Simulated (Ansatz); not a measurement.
Ansatz (a first-principles code) input:

Ansatz 0.2 input:
```yaml
crystal:
  lattice:
    - [4.8445113968, 0.0, 0.0]
    - [0.0, 4.8445113968, 0.0]
    - [0.0, 0.0, 7.7047720984]
  atoms:
    - { symbol: Te, position: [0.0299493312, 0.0299493312, 0.0] }
    - { symbol: Te, position: [0.4700506688, 0.5299493312, 0.75] }
    - { symbol: Te, position: [0.9700506688, 0.9700506688, 0.5] }
    - { symbol: Te, position: [0.5299493312, 0.4700506688, 0.25] }
    - { symbol: O, position: [0.2620185418, 0.1388372244, 0.1839827838] }
    - { symbol: O, position: [0.3611627756, 0.7620185418, 0.9339827838] }
    - { symbol: O, position: [0.7379814582, 0.8611627756, 0.6839827838] }
    - { symbol: O, position: [0.6388372244, 0.2379814582, 0.4339827838] }
    - { symbol: O, position: [0.7620185418, 0.3611627756, 0.0660172162] }
    - { symbol: O, position: [0.8611627756, 0.7379814582, 0.3160172162] }
    - { symbol: O, position: [0.2379814582, 0.6388372244, 0.5660172162] }
    - { symbol: O, position: [0.1388372244, 0.2620185418, 0.8160172162] }
kpoints:
  mp_grid: { grid: [4, 4, 2] }
hamiltonian:
  xc: hse06
  pseudopotentials: { kind: paw }
scf:
  n_extra_bands: 12
  occupations: { method: fixed }
output:
  eigenvalues: true
  eigenstates:
    e_range: [-9.0, 13.1]
    kpoints:
      - [0.0, 0.34375, 0.0]  # VBM
      - [0.25, 0.25, 0.0]  # CBM
      - [0.0, 0.0, 0.0]  # GAMMA
      - [0.0, 0.0, 0.5]  # Z
      - [0.5, 0.5, 0.0]  # M
      - [0.5, 0.5, 0.5]  # A
      - [0.0, 0.5, 0.5]  # R
      - [0.0, 0.5, 0.0]  # X
```

Output (shortened):

```
Pseudopotentials: kind: paw
Pseudopotential: Te, paw, valence charge 16
Pseudopotential: O, paw, valence charge 6
Functional definition: HSE06
davidson cushion auto → on  (no smearing: the cushion is to keep the highest requested band from converging to the state above it …
Crystal: 12 atoms, lattice volume = 180.826 Å³
Basis set: ecut = 420 eV, 3533 PW (Γ)
Bands: 68, of which v1, the nominal top of the filled ones, is band 56 counted from 1 (55 counted from 0)
Symmetry: 8 space group operations
Space group: P43212 (ITA 96), of the structure as read, at distance tolerance 5.7e-5 Å
k-points: 12 of 32
PAW frozen core: Te, regenerated for the run's functional, and the local potential with it
PAW frozen core: O, regenerated for the run's functional, and the local potential with it
Initial wavefunctions: pseudopotential atomic-orbital guess
Eigensolver: davidson
Functional: x = pbe(κ = 0.804, μ = 0.2195149727645171), c = pbe(β = 0.06672455060314922), warm-up for x = pbe(κ = 0.804, μ = 0.2195149727645171) + 0.25 (exact …
SCF iter   1: F=—  HF=-32451.143972 eV  |F-HF|=—  |Δ(HF+E_count)|=         —  Δρ=2.36e-3  dr2=3.93e-3  ethr=1.77e-3  ⟨swp⟩=6.0  Hψ=3592  notcnv=0
preconditioner: auto → none
SCF iter   2: F=-32451.150772 eV  HF=-32451.149342 eV  |F-HF|=1.43e-3  |Δ(HF+E_count)|=   5.37e-3  Δρ=1.13e-3  dr2=6.85e-4  ethr=3.51e-6  ⟨swp⟩=5.1  Hψ=2873  notcnv=0
SCF 1 stopped early in 2 iterations: F = -32451.150772 eV  dr2 = 6.85e-4
Crystal: 12 atoms, lattice volume = 180.826 Å³
Initial density: handed on by an earlier stage of this run
Initial wavefunctions: those handed on with the density
Functional: x = pbe(κ = 0.804, μ = 0.2195149727645171) + 0.25 (exact − pbe) at short range (hse, ω = 0.20786987370883472 Å⁻¹), c = pbe(β = 0.06672455060314922); HSE06 as pw.x's `hse` composes it (authors' and Libxc's form: `xc: wpbeh`)
Exchange kernel: α = 0.2500, screened, ω = 0.2079 Å⁻¹, Wigner–Seitz truncation, v(0) = 1040.0796 eV·Å³, q-mesh 4×4×2, nearest image of the exchange supercell L …
Frozen-core exchange: fock
SCF iter   1: F=—  HF=-32465.896182 eV  |F-HF|=—  |Δ(HF+E_count)|=         —  Δρ=9.37e-3  dr2=1.60e-1  ethr=6.12e-6  ⟨swp⟩=7.2  Hψ=3896  notcnv=0
preconditioner: auto → none
SCF iter   2: F=—  HF=-32465.850772 eV  |F-HF|=—  |Δ(HF+E_count)|=   4.54e-2  Δρ=6.22e-3  dr2=3.17e-2  ethr=6.12e-6  ⟨swp⟩=4.0  Hψ=3098  notcnv=0
SCF iter   3: F=—  HF=-32465.888601 eV  |F-HF|=—  |Δ(HF+E_count)|=   3.78e-2  Δρ=2.90e-3  dr2=1.05e-2  ethr=6.12e-6  ⟨swp⟩=3.9  Hψ=2306  notcnv=0
SCF iter   4: F=—  HF=-32465.885393 eV  |F-HF|=—  |Δ(HF+E_count)|=   3.21e-3  Δρ=8.25e-4  dr2=1.16e-3  ethr=6.12e-6  ⟨swp⟩=3.0  Hψ=1855  notcnv=0
SCF iter   5: F=—  HF=-32465.886899 eV  |F-HF|=—  |Δ(HF+E_count)|=   1.51e-3  Δρ=5.83e-4  dr2=5.73e-4  ethr=7.25e-7  ⟨swp⟩=3.0  Hψ=1973  notcnv=0
iter 6 solved again at ethr=7.41e-9 eV; its pass at ethr=4.66e-7 eV (dr2=8.30e-6 eV) is discarded
SCF iter   6: F=-32465.886748 eV  HF=-32465.886752 eV  |F-HF|=3.80e-6  |Δ(HF+E_count)|=   1.46e-4  Δρ=9.01e-5  dr2=1.08e-5  ethr=7.41e-9  ⟨swp⟩=3.1  Hψ=4207  notcnv=0
SCF 2 stopped early in 6 iterations: F = -32465.886748 eV  dr2 = 1.08e-5
hybrid outer 1: dexx = +5.179e-2 eV, tail = 3.66e-4 eV
Crystal: 12 atoms, lattice volume = 180.826 Å³
Exchange kernel: α = 0.2500, screened, ω = 0.2079 Å⁻¹, Wigner–Seitz truncation, v(0) = 1040.0796 eV·Å³, q-mesh 4×4×2, nearest image of the exchange supercell L …
Frozen-core exchange: fock
SCF iter   1: F=—  HF=-32465.886331 eV  |F-HF|=—  |Δ(HF+E_count)|=         —  Δρ=1.16e-4  dr2=1.86e-5  ethr=1.63e-6  ⟨swp⟩=2.8  Hψ=1821  notcnv=0
preconditioner: auto → none
iter 2 solved again at ethr=7.50e-10 eV; its pass at ethr=1.34e-8 eV (dr2=8.40e-7 eV) is discarded
SCF iter   2: F=—  HF=-32465.886330 eV  |F-HF|=—  |Δ(HF+E_count)|=   4.78e-7  Δρ=3.72e-5  dr2=1.21e-6  ethr=7.50e-10  ⟨swp⟩=2.2  Hψ=4436  notcnv=0
SCF iter   3: F=—  HF=-32465.886333 eV  |F-HF|=—  |Δ(HF+E_count)|=   2.61e-6  Δρ=1.44e-5  dr2=1.66e-7  ethr=7.50e-10  ⟨swp⟩=3.9  Hψ=2614  notcnv=0
SCF iter   4: F=-32465.886333 eV  HF=-32465.886333 eV  |F-HF|=1.03e-8  |Δ(HF+E_count)|=   4.69e-8  Δρ=4.02e-6  dr2=1.91e-8  ethr=1.25e-10  ⟨swp⟩=3.0  Hψ=1995  notcnv=0
SCF 3 converged in 4 iterations: F = -32465.886333 eV  dr2 = 1.91e-8
hybrid outer 2: dexx = +3.325e-6 eV, tail = 1.18e-7 eV, Δε = 1.88e-3 eV (about 6.21e-5 eV left of the loop's levels)
NSCF: frozen V_eff on 8 k-points
hybrid SCF converged: 2 outer / 10 inner (+2 warm-up), last move |dexx| = 3.33e-6 eV, tail = 1.18e-7 eV
Stability not checked (fock_operator)
Free energy (F): -32465.886333 eV
Frozen-core exchange: fock
Harris-Foulkes:  -32465.886333 eV  (|F-HF|=1.03e-8)
Internal energy: -32465.886333 eV  (E = F + TS)
E sigma→0 (E₀):  -32465.886333 eV
Fermi energy:    6.918169 eV
--- Per-component energies (eV) ---
  E_band       = -1361.747451
  E_kinetic    = 2135.350732
  E_local      = -7877.689235  (includes V_loc(G=0)·N_el)
  E_nonlocal   = -871.549053
  E_hartree    = 4233.297022
  E_xc         = -873.259880
  E_vxc        = -933.266164  (∫ρ·V_xc dr)
  E_exx        = -335.994301  (= α·E_x^exact, valence–valence)
  E_paw        = -19810.769601  (= ΣΔE_a)
  E_vpaw       = -1609.217221  (= ΣTr[D̂ρ^β])
  E_aug_tail   = 0.018571  (compensation charges beyond the density's cutoff)
  E_ewald      = -9064.354472
  E_core_change = -0.936116  (= ΣΔE_core)
  E_smearing   =  0.000000  (= −TS)
  E_closure    = 0.000000  (closes the sum)
  Σ components = -32465.886333   (vs F -32465.886333, Δ=3.64e-12)
  [band-id]    e_kinetic+e_local+e_nonlocal+2·e_hartree+e_vxc+2·e_exx+e_vpaw+e_augmentation_tail = -1361.746929   (vs E_band -1361.747451, Δ=5.22e-4)
--- Band table (eV; the first three rows and the last of 12) ---
  k-point 0: bands = ["-32.7707", "-32.7548", "-32.7548", "-32.7465", "-32.6829", "-32.6814", "-32.6803", "-32.6803", "-32.6320", "-32.6314", "-32.6272", "-32.6272", "-32.5653", "-32.5617", "-32.5617", "-32.5590", "-32.4989", "-32.4916", "-32.4916", "-32.4895", "-14.7963", "-13.7010", "-13.7010", "-12.3674", "-12.2515", "-12.2515", "-12.2370", "-12.1711", "-5.7751", "-4.0448", "-4.0448", "-0.2911", "0.1481", "0.7795", "1.3497", "1.3497", "1.8460", "2.0481", "2.3955", "2.3955", "3.4138", "3.4138", "3.4442", "3.6334", "4.0703", "4.2865", "4.2865", "4.4106", "5.0505", "5.1353", "5.2408", "5.2408", "5.7345", "5.7984", "5.7984", "6.7414", "11.3499", "12.5690", "12.6491", "12.6491", "13.5648", "13.5648", "14.1629", "14.9376", "15.1820", "15.1820", "15.7578", "16.4440"]
  k-point 1: bands = ["-32.7652", "-32.7652", "-32.7481", "-32.7481", "-32.6817", "-32.6817", "-32.6807", "-32.6807", "-32.6297", "-32.6297", "-32.6292", "-32.6292", "-32.5641", "-32.5641", "-32.5597", "-32.5597", "-32.4962", "-32.4962", "-32.4896", "-32.4896", "-14.4880", "-14.4880", "-12.8179", "-12.8179", "-12.3581", "-12.3581", "-12.0684", "-12.0684", "-5.4009", "-5.4009", "-1.8239", "-1.8239", "0.1827", "0.1827", "1.5735", "1.5735", "2.4627", "2.4627", "2.5401", "2.5401", "3.0330", "3.0330", "3.5865", "3.5865", "3.9555", "3.9555", "4.1547", "4.1547", "4.7443", "4.7443", "5.5607", "5.5607", "5.9384", "5.9384", "6.4758", "6.4758", "12.0517", "12.0517", "12.8833", "12.8833", "13.1167", "13.1167", "14.4629", "14.4629", "14.7285", "14.7285", "16.4662", "16.4662"]
  k-point 2: bands = ["-32.7683", "-32.7570", "-32.7539", "-32.7480", "-32.6827", "-32.6817", "-32.6802", "-32.6802", "-32.6315", "-32.6310", "-32.6277", "-32.6276", "-32.5646", "-32.5620", "-32.5613", "-32.5595", "-32.4978", "-32.4924", "-32.4913", "-32.4901", "-14.6233", "-13.8003", "-13.5358", "-12.6865", "-12.4845", "-12.4730", "-12.0308", "-11.9417", "-5.4634", "-4.2715", "-3.6681", "-1.0359", "-0.2300", "0.2827", "1.4502", "1.4928", "1.7498", "2.0970", "2.3011", "2.6528", "3.3947", "3.6004", "3.7947", "3.8442", "3.8533", "4.2144", "4.5343", "4.6789", "4.8862", "5.1533", "5.3597", "5.3910", "5.5950", "5.9859", "6.1366", "6.9182", "11.3223", "12.0332", "12.4098", "12.9151", "13.7523", "13.8530", "14.1728", "14.6135", "14.9369", "15.4705", "15.6816", "16.0523"]
  k-point 11: bands = ["-32.7568", "-32.7568", "-32.7568", "-32.7568", "-32.6813", "-32.6813", "-32.6813", "-32.6813", "-32.6294", "-32.6294", "-32.6294", "-32.6294", "-32.5616", "-32.5616", "-32.5616", "-32.5616", "-32.4931", "-32.4931", "-32.4931", "-32.4931", "-13.6651", "-13.6651", "-13.6651", "-13.6651", "-12.2956", "-12.2956", "-12.2956", "-12.2956", "-3.9276", "-3.9276", "-3.9276", "-3.9276", "0.8719", "0.8719", "0.8719", "0.8719", "1.9058", "1.9058", "1.9058", "1.9058", "4.0718", "4.0718", "4.0718", "4.0718", "4.8268", "4.8268", "4.8268", "4.8268", "5.1625", "5.1625", "5.1625", "5.1625", "6.0838", "6.0838", "6.0838", "6.0838", "12.3023", "12.3023", "12.3023", "12.3023", "13.7698", "13.7698", "13.7698", "13.7698", "15.6305", "15.6305", "15.6305", "15.6305"]
  band table: 68 of 68 bands, residual norms ≤ 1.0e-3 eV
```

Cost: very roughly 4 core-minutes on shared cores.

The points marked VBM and CBM come from a semilocal run.

Space group P4_32_12. The workflow started from a Materials Project entry (that database holds measured and hypothetical structures alike); the Crystallography Open Database copy checked does not list it. COD files the formula under space group No. 19, 61, 92, 136, so this cell is another polymorph or a model. Whether it is the stable phase at ambient conditions was not checked. Symmetry was held in the r²SCAN relaxation; its stability against distortions is not shown here. Scalar-relativistic: spin–orbit coupling is off unless named, which matters more the heavier the elements.

Potentials: the later of the program's two PAW sets.

Ansatz is a plane-wave DFT program.
